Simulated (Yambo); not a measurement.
BSE-type run in Yambo on BaO (NiAs type, space group P6_3/mmc, No. 194), at zero momentum.

Quantum ESPRESSO step (LDA, PseudoDojo standard norm-conserving files, scalar-relativistic):
```
&CONTROL
  calculation = 'nscf'
  pseudo_dir = './pseudo'
  outdir = './out'
/
&SYSTEM
  ibrav = 0
  nat = 4
  ntyp = 2
  ecutwfc = 84.0
  ecutrho = 336.0
  occupations = 'fixed'
  force_symmorphic = .true.
  nbnd = 51
/
&ELECTRONS
  conv_thr = 4e-09
  diago_full_acc = .true.
  diago_thr_init = 1e-08
/
ATOMIC_SPECIES
O 15.9990 O.upf
Ba 137.3270 Ba.upf
CELL_PARAMETERS angstrom
  3.699813780608   0.000000000000   0.000000000000
 -1.849906890304   3.204132723278   0.000000000000
  0.000000000000   0.000000000000   6.466213913000
ATOMIC_POSITIONS crystal
O   0.000000000000   0.000000000000   0.500000000000
O   0.000000000000   0.000000000000   0.000000000000
Ba   0.333333333333   0.666666666667   0.250000000000
Ba   0.666666666667   0.333333333333   0.750000000000
K_POINTS automatic
9 9 4 0 0 0
```

Yambo input:
```
rim_cut
optics
bse
bss
dipoles
em1s
RandQpts= 1000000
RandGvec= 1 Ry
FFTGvecs= 40 Ry
Chimod= "HARTREE"
BSKmod= "SEX"
BSEmod= "resonant"
BSSmod= "hs"
BSENGexx= 15 Ry
BSENGBlk= 4 Ry
% KfnQP_E
 1.25 | 1.0 | 1.0 |
%
% BSEQptR
 1 | 1 |
%
% BSEBands
 11 | 23 |
%
% BEnRange
 0.0 | 9.6 | eV
%
% BDmRange
 0.15 | 0.15 | eV
%
BEnSteps= 192
% BLongDir
 1.0 | 0.0 | 0.0 |
%
BSHayTrs= -0.02
BSSNEig= 24
WRbsWF
% BndsRnXs
 1 | 46 |
%
NGsBlkXs= 4 Ry
% LongDrXs
 1.0 | 1.0 | 1.0 |
%
```

From the report:

The dimension is k points × valence × conduction bands = 324 × 6 × 7 = 13608.
```
   [SLEPC] Approach                          : Krylov-Schur
   [SLEPC] Number of requested eigenvalues   :  24
   [SLEPC] Number of eigenvalues        [NEV]:  24
    [K] Dimension                                    :  13608
    [K] Bands                                        :  11  23
    [K] Exchange res                                 : yes
    [K] Correlation res                              : yes
    [K] W interaction is bare                        : no
    [K] RL vectors exchange                          :   537
    [K] RL vectors correlation                       :   69
    [W] Matrix size                                  :   69
    [W] Bands                                        :    1   46
    [W] Coulomb Cutoff                               : none
    [W] Hxc Kernel                                   : HARTREE
```

Geometry relaxed with LDA.

This is not the ordinary phase of the substance; no match was found in the copy of COD used, and its stability was not checked.
